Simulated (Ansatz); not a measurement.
Space group I4/mmm (No. 139). a = 3.776 Å, b = 3.776 Å, c = 8.636 Å, α = 90.00°, β = 90.00°, γ = 90.00°
| atom | site | symmetry | x | y | z |
| --- | --- | --- | --- | --- | --- |
| Ta | 2a | 4/mmm | 0.0000 | 0.0000 | 0.0000 |
| Ga | 2b | 4/mmm | 0.5000 | 0.5000 | 0.0000 |
| Ga | 4d | -4m2 | 0.0000 | 0.5000 | 0.2500 |

Equation of state of this TaGa$_{3}$ structure (not necessarily the ground state), with shape and atoms relaxed at each volume where symmetry leaves them free. It has no gap at any of these volumes. All numbers below come from DFT PBEsol, scalar-relativistic, plane waves, PAW in Ansatz 0.2.0.

Plane waves to 420 eV, a k mesh through Γ of 16×16×16 on the computed 4-atom cell and Gaussian smearing (0.10 eV); no spin polarisation.

```
V (Å³/atom) E − E(largest V) (meV/atom) P (GPa)
     13.546                        67.49    24.32
     14.008                         8.84    16.61
     14.469                       -29.35    10.09
     14.931                       -50.24     4.61
     15.393                       -56.65     0.00
     15.855                       -50.88    -3.88
     16.316                       -34.77    -7.17
     16.932                         0.00   -10.74
```

Q: Fit a third-order Birch–Murnaghan equation to E(V).

A: V0 = 15.39 Å³/atom, B0 = 141 GPa, B0' = 4.7.

Spin-orbit coupling is left out, which matters for the bands of heavy elements.

Cost: 8 runs of about 18 core-minutes in all, on Arm Neoverse V2 (shared hosts).